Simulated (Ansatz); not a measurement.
Rh:
```
CELL_PARAMETERS angstrom
     -1.52211     1.52211     1.52211
      1.52211    -1.52211     1.52211
      1.52211     1.52211    -1.52211
ATOMIC_POSITIONS crystal
  Rh 0.00000 0.00000 0.00000
```

Relaxed with r²SCAN.

Task: Map the electron localisation function on the plane through (0.000, 0.000, 0.000) spanned by u = [1, 1, 0] and v = [1, -1, 0] in lattice vectors, from the program Ansatz at the r²SCAN level (PAW).

Result: x is the fraction of u, y of v (the angle between them is 90°; rows are the nearest grid lines); atoms in the plane: Rh at (0.00, 0.00), Rh at (0.50, 0.50).
```
|99886200000268899|
|99875200000257899|
|88763100000136788|
|76531000000013567|
|44210000000001244|
|11000000000000011|
|00000001110000000|
|00000124442100000|
|00001356765310000|
|00013678887631000|
|00025789998752000|
|00026889998862000|
|00025789998752000|
|00013678887631000|
|00001356765310000|
|00000124442100000|
|00000001110000000|
|11000000000000011|
|44210000000001244|
|76531000000013567|
|88763100000136788|
|99875200000257899|
|99886200000268899|
```
Scale: ten equal steps from 0.191 (start of '0') to 0.770 (end of '9'), in the order '0123456789'; x runs from 0.000 to 1.00, y from 0.000 (bottom) to 1.00 (top).

The density is the valence pseudo-density with augmentation charge, so density and ELF within about 1 Å of a nucleus are not all-electron values.

Space group Im-3m (bcc (W type)). The start of the workflow was typed in or built on a structure type; the Crystallography Open Database copy checked does not list it. It is not the phase usual at ambient conditions (space group No. 225). The r²SCAN relaxation kept the symmetry of its start. At this level the phase is mechanically unstable. No spin polarisation was allowed.

Potentials: the earlier of the program's two PAW sets.
